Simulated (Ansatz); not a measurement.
A single-point calculation of WOTe (Janus 2H monolayer) with the PAW code Ansatz, at the level Hartree-Fock. The cell was relaxed beforehand with r2SCAN.

```yaml
crystal:
  lattice:
    - [3.1729583639, 0.0, 0.0]
    - [-1.5864791819, 2.7478625483, 0.0]
    - [0.0, 0.0, 30.6454919224]
  atoms:
    - { symbol: W, position: [0.3333333333, 0.6666666667, 0.3033886538] }
    - { symbol: O, position: [0.6666666667, 0.3333333333, 0.3381098199] }
    - { symbol: Te, position: [0.6666666667, 0.3333333333, 0.2395446523] }
  periodic: [true, true, false]
kpoints:
  mp_grid: { grid: [6, 6, 1] }
  band_path:
    path:
      - [0.0, 0.0, 0.0]
      - [0.5, 0.0, 0.0]
      - [0.3333333333, 0.3333333333, 0.0]
      - [0.0, 0.416667, 0.0]
      - [0.45, 0.1, 0.0]
    npoints: 1
hamiltonian:
  xc: hf
scf:
  occupations: { method: fixed }
  n_extra_bands: 4
output:
  forces: true
  stress: true
  eigenvalues: true
  write_density: true
  write_potential: true
  elf: true
  volumetric_format: npy
```

In the abridged output below, numbers in square brackets stand for lines, or ends of lines, that were taken out.
```
scf.n_extra_bands = 4 over 18 filled bands (N_el = 36.0): the run solves 22 bands
Functional definition: HF
Crystal: 3 atoms, lattice volume = 267.194 Å³
Basis set: ecut = 420 eV, 5227 PW (Γ)
Symmetry: 6 space group operations
Space group: P3m1 (ITA 156)
k-points: 7 of 36 (time reversal used)
[warm-up without exact exchange]
SCF 1 stopped early in 8 iterations: F = -17724.409496 eV  dr2 = 5.91e-6
[exact exchange on]
SCF 2 stopped early in 12 iterations: F = -17732.246737 eV  dr2 = 6.17e-5
hybrid outer 1: dexx = +9.907e-1 eV, tail = 1.49e-2 eV
SCF 3 stopped early in 6 iterations: F = -17732.246037 eV  dr2 = 7.66e-7
hybrid outer 2: dexx = +6.845e-4 eV, tail = 4.78e-5 eV, Δε = 5.26e-2 eV, ΔF = 3.68e-1 eV/Å
SCF 4 converged in 9 iterations: F = -17732.246079 eV  dr2 = 8.42e-11
hybrid outer 3: dexx = +1.181e-5 eV, tail = 5.47e-7 eV, Δε = 5.83e-3 eV, ΔF = 1.86e-2 eV/Å
SCF 5 converged in 5 iterations: F = -17732.246079 eV  dr2 = 1.51e-10
hybrid outer 4: dexx = +5.971e-8 eV, tail = 6.57e-9 eV, Δε = 3.98e-4 eV, ΔF = 2.35e-3 eV/Å
SCF 6 converged in 3 iterations: F = -17732.246079 eV  dr2 = 6.83e-11
hybrid outer 5: dexx = +1.005e-9 eV, tail = 2.27e-10 eV, Δε = 5.39e-5 eV, ΔF = 1.31e-4 eV/Å
hybrid SCF converged: 5 outer / 35 inner (+8 warm-up)
Free energy (F): -17732.246079 eV
[1]
--- Forces (eV/Å), atoms counted from 1 ---
  atom   1  W       0.00000      0.00000    -0.23669
  atom   2  O       0.00000      0.00000    -0.63537
  atom   3  Te      0.00000      0.00000      0.87204
--- 2D stress c σ (N/m, compression-positive) ---
        0.544929       0.000000       0.000000
        0.000000       0.544929       0.000000
        0.000000       0.000000       0.000000
  P = ½ c Tr σ = 0.5449 N/m
--- Band table (eV; the first three rows and the last of 7) ---
[2]
```

The rows of the band table are 0: (0, 0, 0) = Γ, 1: (0, 1/6, 0), 2: (0, 1/3, 0), 6: (1/3, 1/3, 0) = K.

**Question.** Give the withheld lines. They hold the Fermi energy and the band table.

**Answer.**
```
[1]
Fermi energy:    -6.881779 eV
[2]
  k-point 0: bands = […, -15.4403, -15.4403, -13.5999, -8.4740, -8.4740, -6.8818, -1.4543, -0.6060, 0.7557, 1.6691]
  k-point 1: bands = […, -15.9766, -15.2639, -13.0587, -10.1735, -8.7544, -7.5115, -0.9143, -0.1327, 0.5153, 1.3199]
  k-point 2: bands = […, -15.6960, -15.1024, -14.3384, -11.9564, -8.9986, -8.8375, -0.6627, 0.7712, 0.8434, 1.6095]
  k-point 6: bands = […, -16.3165, -15.0651, -14.9994, -14.2425, -11.3456, -8.3281, -0.5319, 0.1774, 2.7314, 3.6112]
```
Only the leading digits can be foreseen; the rest is this run's record.

The Hartree-Fock gap is direct at Γ: 5.43 eV. Edges are sought over the mesh and the listed points. The mean in-plane stress at these positions is +0.5 N/m, compression counted positive. The stress of a hybrid is loosely converged here. The largest force is 0.87 eV/Å.

Run as `ansatz run input.yaml --threads 4 --pin off --max-ram 5529MiB --backend cpu --events-out ev --progress --plain --runs-dir out`. Wall time 2.3 min on 4 threads of Arm Neoverse V2 (shared host); peak host memory 3.2 GiB.

Spin-unpolarised throughout. Whether this structure exists isn't addressed.

Spin-orbit coupling is left out, which matters wherever the heavy atoms make up the band edges.

The meshes of the hybrids are coarse, so their gaps aren't converged to the digits shown.
